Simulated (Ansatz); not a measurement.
## Sr4GeN4: a ladder of calculations

Cell of run 1: a Materials Project structure (computed, not necessarily an observed phase), taken as it stands.

Space group P-1 (No. 2); a = 6.7666, b = 6.8868, c = 8.5764 Å, α = 82.30°, β = 74.16°, γ = 60.71°.

| site | Wyckoff | site symmetry | x | y | z |
| --- | --- | --- | --- | --- | --- |
| Sr1 | 2i | 1 | 0.3825 | 0.2053 | 0.8668 |
| Sr3 | 2i | 1 | 0.7627 | 0.2741 | 0.0562 |
| Sr5 | 2i | 1 | 0.4643 | 0.2735 | 0.4434 |
| Sr7 | 2i | 1 | 0.0877 | 0.7930 | 0.3671 |
| Ge | 2i | 1 | 0.1242 | 0.2521 | 0.2501 |
| N11 | 2i | 1 | 0.2768 | 0.0397 | 0.4084 |
| N13 | 2i | 1 | 0.1823 | 0.0399 | 0.0922 |
| N15 | 2i | 1 | 0.2888 | 0.4197 | 0.1600 |
| N17 | 2i | 1 | 0.2072 | 0.5771 | 0.6604 |

One atom of each set is listed.

Relaxed positions (PBE, cell held):

Sr1 (0.3829, 0.2052, 0.8670)
Sr3 (0.7631, 0.2738, 0.0561)
Sr5 (0.4639, 0.2733, 0.4435)
Sr7 (0.0877, 0.7934, 0.3673)
Ge (0.1243, 0.2519, 0.2500)
N11 (0.2769, 0.0396, 0.4086)
N13 (0.1825, 0.0398, 0.0919)
N15 (0.2889, 0.4199, 0.1600)
N17 (0.2073, 0.5773, 0.6603)

All runs are DFT with Ansatz 0.2.0 (plane waves and PAW, scalar-relativistic unless spin–orbit coupling is named, Γ-centred meshes, Fermi–Dirac smearing where given) in this cell.

Run 1: PBE, atoms as given; 420 eV, 5×5×4 k-points, smearing 0.02 eV.
Run 2: PBE, atoms relaxed; 420 eV, 5×5×4 k-points, smearing 0.02 eV.
Run 3: r2SCAN, at the relaxed atoms; 500 eV, 5×5×4 k-points, smearing 0.02 eV.

Q: What does each run give, and what moves the gradients most?

A: 

```json
{"run": "1", "Sr1 V_zz (η)": "9.87 (0.67)", "Sr3 V_zz (η)": "7.36 (0.80)", "Sr5 V_zz (η)": "7.25 (0.77)", "Sr7 V_zz (η)": "9.85 (0.68)", "N15 V_zz (η)": "3.43 (0.07)"}
{"run": "2", "Sr1 V_zz (η)": "9.82 (0.67)", "Sr3 V_zz (η)": "7.40 (0.80)", "Sr5 V_zz (η)": "7.28 (0.76)", "Sr7 V_zz (η)": "9.80 (0.69)", "N15 V_zz (η)": "3.45 (0.07)"}
{"run": "3", "Sr1 V_zz (η)": "10.22 (0.67)", "Sr3 V_zz (η)": "7.74 (0.79)", "Sr5 V_zz (η)": "7.61 (0.76)", "Sr7 V_zz (η)": "10.20 (0.69)", "N15 V_zz (η)": "3.60 (0.07)"}
```

V_zz in 10²¹ V/m²; 5 of the 9 sets of like atoms are followed. Against run 1, the gradient tensors on these sites move by at most 0.08 in run 2 (Sr7), 0.37 in run 3 (Sr3). Taken one at a time, the functional (r2SCAN with its higher cutoff) moves the tensors on these sites by up to 0.43 (largest principal value of the change, on Sr1), the positions of the atoms (as given or relaxed) by 0.08 (Sr7).

Without spin–orbit coupling (the program notes it for Sr) the gradients can shift somewhat, as the gap is small. Without spin–orbit coupling (the program notes it for Sr) the gradients are little affected as a rule: paired runs on crystals with a gap mostly move them by under 2 % at such atoms. In run 3 the atoms aren't at the calculated equilibrium (largest force 0.27 eV/Å).
